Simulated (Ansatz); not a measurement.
ScSi (CsCl type, space group No. 221), PBE (plane waves, PAW; program Ansatz), all energies at zero smearing, with the estimated change up to a 700 eV cutoff added, with one set of potentials and settings (totals compare only within such a set). Cell of 2 atoms (1 Sc, 1 Si): -2772.439 eV.

```tsv
element	reference phase	E (eV/atom)
Sc	P6_3/mmc, 2 atoms in the cell	-2135.8109
Si	Fd-3m, 2 atoms in the cell	-635.8114
```

Formation energy per atom, worked out: (-2772.439 − 1×(-2135.8109) − 1×(-635.8114))/2 = -0.408 eV/atom (-39 kJ per mol of atoms), at 0 K, without zero-point energy or fitted corrections.

Space group Pm-3m (CsCl type). The cell is a constructed one: a structure type filled with these elements; neither database checked (COD, Materials Project) lists it. Its standing as an ambient phase is unchecked. The cell was relaxed with PBE under the symmetry of its start; whether a distortion lowers the energy is not shown. The run is not spin-polarised. The references are the lowest solids computed at this level, not always the standard phases.

Potentials: the earlier of the program's two PAW sets.
